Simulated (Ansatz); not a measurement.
Geometry optimisation in Ansatz: input, command and trajectory.

```yaml
crystal:
  lattice:
    - [0.0, 3.8888500011, 3.8890930127]
    - [1.6876985197, 0.0, 3.8890930127]
    - [1.6876985197, 3.8888500011, 0.0]
  atoms:
    - { symbol: H, position: [0.0, 0.0, 0.0] }
    - { symbol: Br, position: [0.5, 0.5, 0.5] }
basis:
  ecutwfc: 420
kpoints:
  mp_grid: { grid: [10, 10, 10] }
hamiltonian:
  xc: pbesol
scf:
  occupations: { method: gaussian, width: 0.02 }
output:
  forces: true
  stress: true
  eigenvalues: true
relax:
  adjacent_minimum: "off"
  f_tol: 0.01
  max_steps: 30
  cell: { stress_tol: 0.1, fix: [volume] }
```

```bash
ansatz run input.yaml --threads 1 --pin off --max-ram 2560MiB --backend cpu --events-out ev --progress --plain --runs-dir out
```

The calculation used Ansatz, DFT PBEsol, scalar-relativistic, plane waves, PAW.

The volume is held at 1.03 times that of the relaxed cell.

Of 4 frames 3 are shown, positions in Å and forces in eV/Å; the SCF threshold varies from step to step. Steps run on the plane waves of an earlier cell, with a Pulay correction in the pressure. The basis is chosen afresh for the last frame, the zero of the energies, and at times for earlier ones too; energy and pressure step there, also at an unchanged geometry.

```xyz
2
Lattice="0.0000 3.8889 3.8891 1.6877 0.0000 3.8891 1.6877 3.8889 0.0000" Properties=species:S:1:pos:R:3:forces:R:3 pbc="T T T" step=1 free_energy_over_end_meV_per_atom=1.55 pressure_GPa=-0.68
H     0.0000    0.0000    0.0000    0.0000    0.0000    0.0000
Br    1.6877    3.8889    3.8891    0.0000    0.0000    0.0000
2
Lattice="0.0000 3.9048 3.9050 1.6740 0.0000 3.9050 1.6740 3.9048 0.0000" Properties=species:S:1:pos:R:3:forces:R:3 pbc="T T T" step=2 free_energy_over_end_meV_per_atom=0.05 pressure_GPa=-0.14
H     0.0000    0.0000    0.0000    0.0000    0.0000    0.0000
Br    1.6740    3.9048    3.9050    0.0000    0.0000    0.0000
2
Lattice="0.0000 3.9080 3.9082 1.6712 0.0000 3.9082 1.6712 3.9080 0.0000" Properties=species:S:1:pos:R:3:forces:R:3 pbc="T T T" step=4 free_energy_over_end_meV_per_atom=0.00 pressure_GPa=-0.03
H     0.0000    0.0000    0.0000    0.0000    0.0000    0.0000
Br    1.6712    3.9080    3.9082    0.0000    0.0000    0.0000
```

Time: 24 s on 1 thread of Arm Neoverse V1, with other jobs on the host, peak memory 0.38 GiB.

The cell holds chains, and where no dispersion correction was added their binding is poorly described.